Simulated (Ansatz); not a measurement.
VN:
```cif
data_N4V4
_chemical_formula_sum 'V4 N4'
_space_group_name_H-M_alt 'Fm-3m'
_space_group_IT_number 225
_space_group_name_Hall '-F 4 2 3'
_cell_length_a 4.04214
_cell_length_b 4.04214
_cell_length_c 4.04214
_cell_angle_alpha 90.000
_cell_angle_beta 90.000
_cell_angle_gamma 90.000
loop_
_atom_site_label
_atom_site_type_symbol
_atom_site_symmetry_multiplicity
_atom_site_Wyckoff_symbol
_atom_site_fract_x
_atom_site_fract_y
_atom_site_fract_z
_atom_site_occupancy
V1 V 4 a 0.00000 0.00000 0.00000 1
N1 N 4 b 0.50000 0.50000 0.50000 1
```
(The calculation used a cell of 2 atoms; values per cell refer to that cell.)

Relaxed with LDA.

### Question
Which orbitals make up the states near the Fermi level in plane-wave PAW LDA (Ansatz code)?

### Answer
Within 0.5 eV of the Fermi level: V 3d 88 %, N 2p 10 %. Projections are on Löwdin-orthogonalised atomic valence shells; empty p or d shells of many metals are not among them.

### Question
Tabulate the density of states.

### Answer
States/eV per cell of 2 atoms, in 0.25 eV bins, energy from the Fermi level.

```
E (eV)  total  V 3d  N 2p  N 2s
------  -----  ----  ----  ----
-7.85    1.01  0.27  0.64  0.02
-7.60    1.24  0.30  0.81  0.02
-7.35    1.07  0.24  0.72  0.02
-7.10    0.84  0.17  0.60  0.01
-6.85    0.78  0.13  0.58  0.01
-6.60    1.42  0.42  0.93  0.01
-6.35    2.78  1.00  1.69  0.02
-6.10    2.85  1.08  1.70  0.01
-5.85    2.31  0.85  1.40  0.01
-5.60    1.64  0.61  0.99  0.01
-5.35    1.32  0.49  0.80  0.01
-5.10    1.09  0.40  0.67  0.01
-4.85    0.92  0.32  0.57  0.01
-4.60    0.77  0.26  0.49  0.00
-4.35    0.64  0.20  0.42  0.00
-4.10    0.51  0.14  0.36  0.00
-3.85    0.27  0.08  0.18  0.00
-3.60    0.17  0.06  0.11  0.00
-3.35    0.16  0.07  0.09  0.00
-3.10    0.17  0.08  0.08  0.00
-2.85    0.19  0.11  0.08  0.00
-2.60    0.23  0.15  0.07  0.00
-2.35    0.28  0.20  0.07  0.00
-2.10    0.36  0.27  0.08  0.00
-1.85    0.46  0.35  0.09  0.00
-1.60    0.60  0.49  0.10  0.00
-1.35    0.68  0.56  0.11  0.00
-1.10    0.76  0.63  0.11  0.01
-0.85    0.86  0.73  0.12  0.01
-0.60    0.99  0.85  0.12  0.01
-0.35    1.18  1.02  0.13  0.01
-0.10    1.48  1.29  0.16  0.01
0.15     1.63  1.45  0.14  0.02
0.40     2.14  1.92  0.19  0.02
0.65     3.18  2.92  0.22  0.03
0.90     2.38  2.13  0.21  0.02
1.15     1.80  1.45  0.31  0.01
1.40     5.84  4.91  0.84  0.01
1.65     0.71  0.52  0.16  0.01
1.90     0.67  0.47  0.16  0.02
2.15     0.76  0.53  0.17  0.04
2.40     0.90  0.62  0.19  0.07
2.65     1.02  0.69  0.20  0.10
2.90     0.92  0.60  0.20  0.09
3.15     1.42  0.93  0.25  0.18
3.40     1.29  0.82  0.28  0.14
3.65     1.28  0.80  0.30  0.14
3.90     1.15  0.70  0.32  0.10
4.15     1.05  0.62  0.32  0.07
4.40     0.98  0.57  0.33  0.05
4.65     0.92  0.53  0.33  0.03
```

Symmetry was held in the LDA relaxation; of distortions, only those at the zone centre were tested. No spin polarisation was allowed.

Potentials: the later of the program's two PAW sets.
